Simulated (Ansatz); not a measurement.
LuH₂:
```
LuH2
1.0
    0.00000     2.49638     2.49638
    2.49638     0.00000     2.49638
    2.49638     2.49638     0.00000
Lu H
1 2
Direct
  0.00000   0.00000   0.00000
  0.25000   0.25000   0.25000
  0.75000   0.75000   0.75000
```

Relaxed with r²SCAN. Special points in fractions of this cell's reciprocal vectors: Γ (0.000, 0.000, 0.000); X (0.500, 0.000, 0.500); U (0.625, 0.250, 0.625); K (0.375, 0.375, 0.750); L (0.500, 0.500, 0.500); W (0.500, 0.250, 0.750).

List the band energies nearest the Fermi level at these points for DFT-r²SCAN in the program Ansatz with PAW potentials.

In eV from the Fermi level; about four levels below and three above (degenerate sets whole), none deeper than 8.9 eV; points with the same levels are listed once.

```json
[
 {"k": "Γ", "below": "-5.00 -5.00 -5.00 -0.90", "above": "1.58 1.58 1.58"},
 {"k": "X", "below": "-5.03 -5.03 -4.33 -2.43", "above": "6.32 6.40 6.40"},
 {"k": "U", "below": "-5.02 -4.97 -4.54 -1.49", "above": "3.96 4.59 5.54"},
 {"k": "L", "below": "-5.02 -5.02 -4.99 -4.29", "above": "1.65 1.65 4.96"},
 {"k": "W", "below": "-5.04 -5.04 -4.77 -4.77 -1.19", "above": "2.07 6.41 6.91 6.91"}
]
```

Space group Fm-3m (fluorite). The workflow started from an entry of the Crystallography Open Database (COD). Whether it is the stable phase at ambient conditions was not checked. Symmetry was held in the r²SCAN relaxation; its stability against distortions is not shown here. Spin–orbit coupling is left out wherever it is not named.

Potentials: the later of the program's two PAW sets.
